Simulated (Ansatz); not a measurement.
Input, command and steps of an Ansatz relaxation.

```yaml
crystal:
  lattice:
    - [0.0, 3.8030726633, 3.8030726633]
    - [3.8030726633, 0.0, 3.8030726633]
    - [3.6849189495, 3.6849189495, 0.1181537138]
  atoms:
    - { symbol: Zr, position: [0.4994354456, 0.4994354456, 0.5016936633] }
    - { symbol: Zr, position: [0.7505645544, 0.7505645544, 0.7483063367] }
    - { symbol: Ir, position: [0.125, 0.125, 0.125] }
    - { symbol: Ir, position: [0.625, 0.125, 0.125] }
    - { symbol: Ir, position: [0.125, 0.125, 0.625] }
    - { symbol: Ir, position: [0.125, 0.625, 0.125] }
basis:
  ecutwfc: 500
kpoints:
  mp_grid: { grid: [8, 8, 8] }
hamiltonian:
  xc: r2scan
scf:
  occupations: { method: gaussian, width: 0.1 }
output:
  forces: true
  stress: true
  eigenvalues: true
relax:
  adjacent_minimum: "off"
  f_tol: 0.008
  max_steps: 40
  cell: { stress_tol: 0.015, fix: [a, b, gamma] }
```

```bash
ansatz run input.yaml --threads 1 --pin off --max-ram 2560MiB --backend cpu --events-out ev --progress --plain --runs-dir out
```

Method: DFT r2SCAN, scalar-relativistic, plane waves, PAW in Ansatz 0.2.0.

Of 7 frames 6 are shown, positions in Å and forces in eV/Å; the SCF threshold varies from step to step. Steps run on the plane waves of an earlier cell, with a Pulay correction in the pressure. The basis is chosen afresh for the last frame, the zero of the energies, and at times for earlier ones too; energy and pressure step there, also at an unchanged geometry. The mark taken_back stands on steps that the optimiser undid.

```xyz
6
Lattice="0.0000 3.8031 3.8031 3.8031 0.0000 3.8031 3.6849 3.6849 0.1182" Properties=species:S:1:pos:R:3:forces:R:3 pbc="T T T" step=1 free_energy_over_end_meV_per_atom=0.19 pressure_GPa=-9.31
Zr    3.7481    3.7481    3.8581    0.0364    0.0364   -0.0364
Zr    5.6119    5.6119    5.7973   -0.0364   -0.0364    0.0364
Ir    0.9360    0.9360    0.9655    0.0000    0.0000    0.0000
Ir    0.9360    2.8375    2.8671    0.0000    0.0000    0.0000
Ir    2.7785    2.7785    1.0246    0.0000    0.0000    0.0000
Ir    2.8375    0.9360    2.8671    0.0000    0.0000    0.0000
6
Lattice="0.0000 3.8031 3.8031 3.8031 0.0000 3.8031 3.6726 3.6726 0.1304" Properties=species:S:1:pos:R:3:forces:R:3 pbc="T T T" step=2 free_energy_over_end_meV_per_atom=0.22 pressure_GPa=-8.00 taken_back
Zr    3.7503    3.7503    3.8558   -0.0352   -0.0352    0.0352
Zr    5.5943    5.5943    5.8149    0.0352    0.0352   -0.0352
Ir    0.9345    0.9345    0.9671    0.0000    0.0000    0.0000
Ir    0.9345    2.8360    2.8686    0.0000    0.0000    0.0000
Ir    2.7708    2.7708    1.0323    0.0000    0.0000    0.0000
Ir    2.8360    0.9345    2.8686    0.0000    0.0000    0.0000
6
Lattice="0.0000 3.8031 3.8031 3.8031 0.0000 3.8031 3.6799 3.6799 0.1231" Properties=species:S:1:pos:R:3:forces:R:3 pbc="T T T" step=3 free_energy_over_end_meV_per_atom=-0.02 pressure_GPa=-8.78
Zr    3.7501    3.7501    3.8561   -0.0014   -0.0014    0.0014
Zr    5.6037    5.6037    5.8055    0.0014    0.0014   -0.0014
Ir    0.9354    0.9354    0.9662    0.0000    0.0000    0.0000
Ir    0.9354    2.8369    2.8677    0.0000    0.0000    0.0000
Ir    2.7753    2.7753    1.0277    0.0000    0.0000    0.0000
Ir    2.8369    0.9354    2.8677    0.0000    0.0000    0.0000
6
Lattice="0.0000 3.8031 3.8031 3.8031 0.0000 3.8031 3.6796 3.6796 0.1235" Properties=species:S:1:pos:R:3:forces:R:3 pbc="T T T" step=4 free_energy_over_end_meV_per_atom=-0.03 pressure_GPa=-8.75
Zr    3.7497    3.7497    3.8565    0.0007    0.0007   -0.0007
Zr    5.6037    5.6037    5.8055   -0.0007   -0.0007    0.0007
Ir    0.9353    0.9353    0.9662    0.0000    0.0000    0.0000
Ir    0.9353    2.8369    2.8677    0.0000    0.0000    0.0000
Ir    2.7751    2.7751    1.0279    0.0000    0.0000    0.0000
Ir    2.8369    0.9353    2.8677    0.0000    0.0000    0.0000
6
Lattice="0.0000 3.8031 3.8031 3.8031 0.0000 3.8031 3.6796 3.6796 0.1235" Properties=species:S:1:pos:R:3:forces:R:3 pbc="T T T" step=5 free_energy_over_end_meV_per_atom=0.00 pressure_GPa=-8.75
Zr    3.7497    3.7497    3.8565    0.0007    0.0007   -0.0007
Zr    5.6037    5.6037    5.8055   -0.0007   -0.0007    0.0007
Ir    0.9353    0.9353    0.9662    0.0000    0.0000    0.0000
Ir    0.9353    2.8369    2.8677    0.0000    0.0000    0.0000
Ir    2.7751    2.7751    1.0279    0.0000    0.0000    0.0000
Ir    2.8369    0.9353    2.8677    0.0000    0.0000    0.0000
6
Lattice="0.0000 3.8031 3.8031 3.8031 0.0000 3.8031 3.6797 3.6797 0.1234" Properties=species:S:1:pos:R:3:forces:R:3 pbc="T T T" step=7 free_energy_over_end_meV_per_atom=0.00 pressure_GPa=-8.76
Zr    3.7498    3.7498    3.8563    0.0000    0.0000    0.0000
Zr    5.6037    5.6037    5.8056    0.0000    0.0000    0.0000
Ir    0.9353    0.9353    0.9662    0.0000    0.0000    0.0000
Ir    0.9353    2.8369    2.8677    0.0000    0.0000    0.0000
Ir    2.7752    2.7752    1.0279    0.0000    0.0000    0.0000
Ir    2.8369    0.9353    2.8677    0.0000    0.0000    0.0000
```

Time: 4.8 min on 1 thread of Intel(R) Xeon(R) Platinum 8259CL CPU @ 2.50GHz (Skylake/Cascade Lake), with other jobs on the host, peak memory 0.95 GiB.

Spin–orbit coupling is left out, which can shift energies with elements as heavy as these.